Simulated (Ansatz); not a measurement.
Question: Name crystals whose computed values (plane-wave PAW r²SCAN+D4 (Ansatz code)) fall in these windows: gap (eV) 1.5 to 1.9; G_Hill (GPa) 14 to 19.

Answer: 

```json
[
 {"crystal": "Bi2S3, Pnma (Pearson symbol oP20)", "gap (eV)": "1.67", "G_Hill (GPa)": "17.6"}
]
```
Others may fit too.

The cell was relaxed under the symmetry of its start. Spin–orbit coupling is left out wherever it is not named.

Potentials: the later of the program's two PAW sets.
